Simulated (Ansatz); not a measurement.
ZnCu₂GeS₄:
```
ZnCu2GeS4
1.0
   -2.60573     2.60573     5.18850
    2.60573    -2.60573     5.18850
    2.60573     2.60573    -5.18850
Cu Zn Ge S
2 1 1 4
Direct
  0.00000   0.00000   0.00000
  0.75000   0.25000   0.50000
  0.25000   0.75000   0.50000
  0.50000   0.50000   0.00000
  0.63108   0.62121   0.50031
  0.12090   0.13078   0.49969
  0.37879   0.87910   0.00988
  0.86922   0.36892   0.99012
```

Relaxed with LDA.

### Question
Which orbitals make up the states near the band edges in the program Ansatz at the LDA level (PAW)?

### Answer
Top 1 eV of the valence band: Cu 3d 47 %, S 3p 45 %. Bottom 1 eV of the conduction band: S 3p 49 %, Ge 4s 26 %, Cu 3d 6 %, S 3s 6 %, outside the projected shells 7 %. Projections are on Löwdin-orthogonalised atomic valence shells; empty p or d shells of many metals are not among them.

### Question
Tabulate the density of states.

### Answer
States/eV per cell of 8 atoms, in 0.25 eV bins, energy from the valence-band maximum.

| E (eV) | total | S 3p | Cu 3d | Zn 3d |
|---|---|---|---|---|
| -7.85 | 0.00 | 0.00 | 0.00 | 0.00 |
| -7.60 | 8.08 | 0.98 | 0.03 | 6.76 |
| -7.35 | 30.10 | 2.27 | 0.14 | 26.90 |
| -7.10 | 1.83 | 0.13 | 0.01 | 1.54 |
| -6.85 | 0.79 | 0.46 | 0.01 | 0.08 |
| -6.60 | 1.86 | 1.09 | 0.06 | 0.14 |
| -6.35 | 6.37 | 3.84 | 0.37 | 0.30 |
| -6.10 | 2.82 | 1.77 | 0.13 | 0.15 |
| -5.85 | 3.84 | 2.43 | 0.26 | 0.23 |
| -5.60 | 4.64 | 2.89 | 0.40 | 0.28 |
| -5.35 | 4.10 | 2.57 | 0.43 | 0.20 |
| -5.10 | 5.96 | 3.73 | 0.77 | 0.23 |
| -4.85 | 6.10 | 3.92 | 0.95 | 0.17 |
| -4.60 | 7.83 | 5.20 | 1.61 | 0.15 |
| -4.35 | 8.49 | 5.25 | 2.50 | 0.11 |
| -4.10 | 10.91 | 6.23 | 4.16 | 0.11 |
| -3.85 | 5.60 | 2.90 | 2.19 | 0.26 |
| -3.60 | 12.41 | 7.00 | 4.22 | 0.62 |
| -3.35 | 6.26 | 3.55 | 2.06 | 0.32 |
| -3.10 | 0.00 | 0.00 | 0.00 | 0.00 |
| -2.85 | 0.19 | 0.01 | 0.16 | 0.00 |
| -2.60 | 4.22 | 0.14 | 3.85 | 0.01 |
| -2.35 | 19.45 | 0.74 | 17.94 | 0.03 |
| -2.10 | 9.97 | 1.13 | 8.19 | 0.05 |
| -1.85 | 9.03 | 1.58 | 6.65 | 0.04 |
| -1.60 | 7.96 | 2.06 | 5.22 | 0.05 |
| -1.35 | 7.31 | 2.21 | 4.43 | 0.04 |
| -1.10 | 6.58 | 2.25 | 3.71 | 0.03 |
| -0.85 | 5.34 | 2.16 | 2.69 | 0.03 |
| -0.60 | 6.59 | 3.06 | 3.04 | 0.05 |
| -0.35 | 2.74 | 1.40 | 1.15 | 0.03 |
| -0.10 | 0.61 | 0.34 | 0.24 | 0.01 |
| 0.15 | 0.00 | 0.00 | 0.00 | 0.00 |
| 0.40 | 0.00 | 0.00 | 0.00 | 0.00 |
| 0.65 | 0.00 | 0.00 | 0.00 | 0.00 |
| 0.90 | 0.20 | 0.09 | 0.01 | 0.00 |
| 1.15 | 1.15 | 0.54 | 0.08 | 0.00 |
| 1.40 | 3.32 | 1.61 | 0.22 | 0.01 |
| 1.65 | 2.66 | 1.37 | 0.16 | 0.01 |
| 1.90 | 0.77 | 0.38 | 0.03 | 0.00 |
| 2.15 | 0.68 | 0.09 | 0.03 | 0.00 |
| 2.40 | 1.46 | 0.21 | 0.04 | 0.00 |
| 2.65 | 2.85 | 0.43 | 0.06 | 0.00 |
| 2.90 | 5.04 | 0.84 | 0.10 | 0.01 |
| 3.15 | 5.81 | 1.04 | 0.10 | 0.01 |
| 3.40 | 4.03 | 0.78 | 0.07 | 0.00 |
| 3.65 | 3.52 | 0.73 | 0.05 | 0.00 |
| 3.90 | 3.31 | 0.72 | 0.05 | 0.00 |
| 4.15 | 3.88 | 0.82 | 0.05 | 0.00 |
| 4.40 | 3.25 | 0.62 | 0.03 | 0.00 |
| 4.65 | 3.11 | 0.42 | 0.02 | 0.00 |
| 4.90 | 5.35 | 0.68 | 0.04 | 0.00 |
| 5.15 | 5.19 | 0.55 | 0.04 | 0.00 |
| 5.40 | 5.41 | 0.54 | 0.03 | 0.00 |

Space group I-4. Symmetry was held in the LDA relaxation. The run is not spin-polarised. Scalar-relativistic: spin–orbit coupling is off unless named, which matters more the heavier the elements.

Potentials: the later of the program's two PAW sets.
